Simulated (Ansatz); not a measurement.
BeS:
Space group F-43m (No. 216); a = b = c = 4.8686 Å, α = β = γ = 90.00°

| atom | site | symmetry | x | y | z |
|---|---|---|---|---|---|
| Be | 4b | -43m | 0.5000 | 0.5000 | 0.5000 |
| S | 4d | -43m | 0.7500 | 0.7500 | 0.7500 |
(The calculation used a cell of 2 atoms; values per cell refer to that cell.)

Relaxed with r²SCAN. Independent-particle spectrum: no excitons, no local fields, no scissors shift; 0.1 eV broadening; ε₁ of the summed bands alone.

Q: Tabulate the dielectric function from plane-wave PAW r²SCAN (Ansatz code).

A: 

```tsv
E (eV)	ε₁ xx	ε₂ xx
0.0	5.18	0.00
0.3	5.19	0.00
0.6	5.20	0.00
0.9	5.23	0.00
1.2	5.27	0.00
1.5	5.33	0.00
1.8	5.40	0.00
2.1	5.48	0.00
2.4	5.59	0.00
2.7	5.71	0.00
3.0	5.86	0.00
3.3	6.04	0.00
3.6	6.25	0.00
3.9	6.50	0.00
4.2	6.81	0.00
4.5	7.18	0.00
4.8	7.66	0.00
5.1	8.28	0.00
5.4	9.12	0.00
5.7	10.36	0.00
6.0	12.55	0.00
6.3	17.12	3.23
6.6	17.03	9.41
6.9	15.07	12.40
7.2	12.79	17.75
7.5	5.75	23.69
7.8	-2.90	14.48
8.1	-0.48	14.39
8.4	-3.71	11.56
8.7	-3.62	9.89
9.0	-4.54	8.62
9.3	-4.46	7.09
9.6	-4.34	5.96
9.9	-4.03	4.98
10.2	-3.75	4.28
10.5	-3.48	3.65
10.8	-3.18	3.14
11.1	-2.79	2.71
11.4	-2.48	2.35
11.7	-1.92	2.33
12.0	-2.07	2.41
```

Q: From ε at 7.2 eV (xx: 12.79 + 17.75i), find n, k, the normal reflectivity and the absorption coefficient.

A: n = 4.16, k = 2.132, R = 47 %, α = 2kE/ħc = 1600000 cm⁻¹.

With all bands, ε∞ without local fields is 5.20.

The cell was relaxed with r²SCAN under the symmetry of its start. The volume moved by 28 % from the start of the relaxation.

Potentials: the later of the program's two PAW sets.
